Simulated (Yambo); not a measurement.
G0W0@LDA for a free-standing HfS2 monolayer (symmetry P-3m1, slab cell 15.9 Å high) in Yambo. Reference settings: 9×9×1 Γ-centred k mesh, bands 2 to 97 and a 6 Ry block in the screening, 97 bands in G with the Bruneval-Gonze terminator, plasmon pole fitted at 27.2 eV, slab-truncated Coulomb interaction, stochastic integration of W near q = 0. The LDA gap Γ → (0, 0.444) on this mesh is 1.05 eV; G0W0 gaps are taken between the same points.

| change from the reference | G0W0 gap Γ → (0, 0.444) (eV) | shift of the valence edge (eV) |
|---|---|---|
| reference settings | 2.71 | -0.70 |
| 74 bands in W, 74 bands in G | 2.73 | -0.64 |
| 74 bands in W, 74 bands in G, 3 Ry block, no terminator | 2.69 | -0.33 |
| 37 bands in W, 37 bands in G, 5 Ry block | 2.75 | -0.38 |
| exchange cut at 5 Ry | 3.09 | -0.24 |
| 3 Ry block, no terminator | ___ | -0.41 |
| 53 bands in W, 53 bands in G, 3 Ry block, no terminator | 2.75 | -0.24 |
| 53 bands in W, 53 bands in G | ___ | -0.56 |

Estimate the withheld gaps from the other rows; the computed values follow.


- 3 Ry block, no terminator, G0W0 gap Γ → (0, 0.444) (eV): 2.65
- 53 bands in W, 53 bands in G, G0W0 gap Γ → (0, 0.444) (eV): 2.76

The reference isn't shown to be the converged limit.

Spin-orbit coupling is not included.

Geometry relaxed with LDA; primitive cell a = 3.562 Å, b = 3.562 Å, c = 15.900 Å, α = 90.00°, β = 90.00°, γ = 120.00°.

A shift is the quasiparticle energy of the state minus its LDA energy.
